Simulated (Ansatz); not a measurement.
Computed with DFT PBE, scalar-relativistic, plane waves, PAW (Ansatz 0.2.0). Settings: cutoff 420 eV, Γ-centred meshes spaced at most about 0.3 Å⁻¹ (2π included), Gaussian smearing. No spin polarisation in the final relaxations.

These are static total energies at zero pressure.

Two forms of CsTaO2 were relaxed alike.

A.

```
CELL_PARAMETERS angstrom
3.85368 0.00000 0.00000
0.00000 3.85368 0.00000
0.00000 0.00000 6.07603
ATOMIC_POSITIONS crystal
Cs 0.50000 0.50000 0.50000
Ta 0.00000 0.00000 0.00000
O 0.00000 0.50000 0.94092
O 0.50000 0.00000 0.05908
```

B.

```
CELL_PARAMETERS angstrom
3.94814 0.00000 0.00000
0.00000 3.94814 0.00000
0.00000 0.00000 5.80939
ATOMIC_POSITIONS crystal
Cs 0.50000 0.50000 0.50000
Ta 0.00000 0.00000 0.00000
O 0.50000 0.00000 0.00000
O 0.00000 0.50000 0.00000
```

Question: Which form is favoured at zero pressure, and by what margin per atom?

Answer: A is lower, by 35 meV/atom. The two are nearly one structure: a small distortion parts them. A has space group P-4m2 (No. 115), 22.6 Å³/atom and a gap of 0.39 eV on its mesh; B has space group P4/mmm (No. 123), 22.6 Å³/atom and a gap of 0.43 eV. Counting O atoms around Cs and Ta (those within 1.25 times the shortest such distance or 1.15 times the sum of covalent radii; a plus sign parts nearer from farther groups), A has Cs 4+4, Ta 4 and B has Cs 8, Ta 4. Both come from invented guesses.

These runs have no spin–orbit coupling, which can matter for Ta. Kohn–Sham gaps at this level usually fall short of measured ones. Cells relaxed within their symmetry can be saddle points. The P-4m2 cell of CsTaO2 came from shaking the P4/mmm one.
